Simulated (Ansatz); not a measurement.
Values for one crystal, relaxed and computed with r²SCAN in the plane-wave PAW code Ansatz; other levels are named.

- Volume per atom: 10.40 Å³
- Band gap: 2.22 eV (direct)
- Formation energy from the elements (no fitted shifts): -3.28 eV/atom
- Pressure derivative B′: 5.2
- Hole effective mass: 2.3, 2.3, 3.7 mₑ (principal values)
- Valence-band maximum: at Γ
- Bulk modulus (Birch–Murnaghan fit): 226 GPa

**Question.** Which compound is it?
A. BeTe, zinc blende
B. CuI, zinc blende
C. YMnO3, Pnma (Y on 4c, Mn on 4a, O on 4c, O on 8d)
D. TiO2, rutile

**Answer.** D, TiO2, rutile

Space group P4_2/mnm (rutile). Symmetry was held in the r²SCAN relaxation. The run is not spin-polarised. The references are the lowest solids computed at this level, not always the standard phases (solids in place of the gases).

Potentials: the later of the program's two PAW sets.
